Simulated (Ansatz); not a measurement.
Data:

B4C:
```cif
data_C3B12
_chemical_formula_sum 'B12 C3'
_space_group_name_H-M_alt 'P 1'
_space_group_IT_number 1
_cell_length_a 5.17432
_cell_length_b 5.17432
_cell_length_c 5.17432
_cell_angle_alpha 65.943
_cell_angle_beta 65.943
_cell_angle_gamma 65.943
loop_
_space_group_symop_operation_xyz
  'x, y, z'
loop_
_atom_site_label
_atom_site_type_symbol
_atom_site_fract_x
_atom_site_fract_y
_atom_site_fract_z
_atom_site_occupancy
B1 B 0.30846 0.80643 0.80643 1
B2 B 0.69154 0.19357 0.19357 1
B3 B 0.80643 0.30846 0.80643 1
B4 B 0.19357 0.69154 0.19357 1
B5 B 0.80643 0.80643 0.30846 1
B6 B 0.19357 0.19357 0.69154 1
B7 B 0.67024 0.99407 0.99407 1
B8 B 0.32976 0.00593 0.00593 1
B9 B 0.99407 0.67024 0.99407 1
B10 B 0.00593 0.32976 0.00593 1
B11 B 0.99407 0.99407 0.67024 1
B12 B 0.00593 0.00593 0.32976 1
C1 C 0.60976 0.60976 0.60976 1
C2 C 0.39024 0.39024 0.39024 1
C3 C 0.50000 0.50000 0.50000 1
```

This is the r²SCAN-relaxed structure.

Question: All from r²SCAN (plane waves, PAW; program Ansatz), unless another level is named. Estimate the zero-point energy.

Answer: 139.3 meV/atom.

Question: Predict the bulk modulus (Birch–Murnaghan fit).

Answer: 234 GPa.

Question: What about the highest zone-centre frequency (without LO–TO term)?

Answer: 51.74 THz.

Question: What about the vibrational entropy at 300 K?

Answer: 5.1 J/(K·mol of atoms).

Space group R-3m. The workflow started from a Materials Project entry (that database holds measured and hypothetical structures alike); the Crystallography Open Database copy checked does not list it. Whether it is the stable phase at ambient conditions was not checked. The cell was relaxed with r²SCAN under the symmetry of its start; its stability against distortions is not shown here.

Potentials: the earlier of the program's two PAW sets. The files were generated under PBE; for other functionals the program regenerates the frozen cores, and for LDA and PBEsol the local potential too.
